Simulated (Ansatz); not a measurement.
# Kick test of a cell of TiGe8Mo3

The structure comes from a generated guess, relaxed at this level; another structure or a mixture of phases may lie lower.

The calculation used DFT PBE, scalar-relativistic, plane waves, PAW (Ansatz). Cutoff 420 eV; k points 6×6×10 on the computed 12-atom cell (Γ-centred); Gaussian smearing, width 0.10 eV; no spin polarisation.

The cell below (12 atoms, space group C2/m (No. 12)) is relaxed within its symmetry.

```cif
data_structure
_symmetry_space_group_name_H-M 'P 1'
_symmetry_Int_Tables_number 1
_cell_length_a 6.6889
_cell_length_b 6.6889
_cell_length_c 4.7985
_cell_angle_alpha 110.395
_cell_angle_beta 110.395
_cell_angle_gamma 89.957
_cell_volume 186.83
loop_
_atom_site_label
_atom_site_type_symbol
_atom_site_fract_x
_atom_site_fract_y
_atom_site_fract_z
_atom_site_occupancy
Ti1 Ti 0.00000 0.00000 0.00000 1
Ge1 Ge 0.82951 0.33151 0.32247 1
Ge2 Ge 0.33199 0.33199 0.32320 1
Ge3 Ge 0.33151 0.82951 0.32247 1
Ge4 Ge 0.83006 0.83006 0.32619 1
Ge5 Ge 0.66849 0.17049 0.67753 1
Ge6 Ge 0.16994 0.16994 0.67381 1
Ge7 Ge 0.17049 0.66849 0.67753 1
Ge8 Ge 0.66801 0.66801 0.67680 1
Mo1 Mo 0.50000 0.00000 0.00000 1
Mo2 Mo 0.00000 0.50000 0.00000 1
Mo3 Mo 0.50000 0.50000 0.00000 1
```

For the test it was strained at random (σ = 1.5 % a component), the atoms were moved at random (σ = 0.10 Å), and all was relaxed again on a coarse 6×4×4 mesh (in the run’s order of axes) with 0.20 eV smearing, with no symmetry imposed.

Task: Does it come back?

Result: It returns, within 1 meV/atom of the unmoved cell on that mesh and with the same symmetry when read at 0.1 Å. No instability shows in this cell; modes of other wave vectors, which need another repeat, aren't tested.
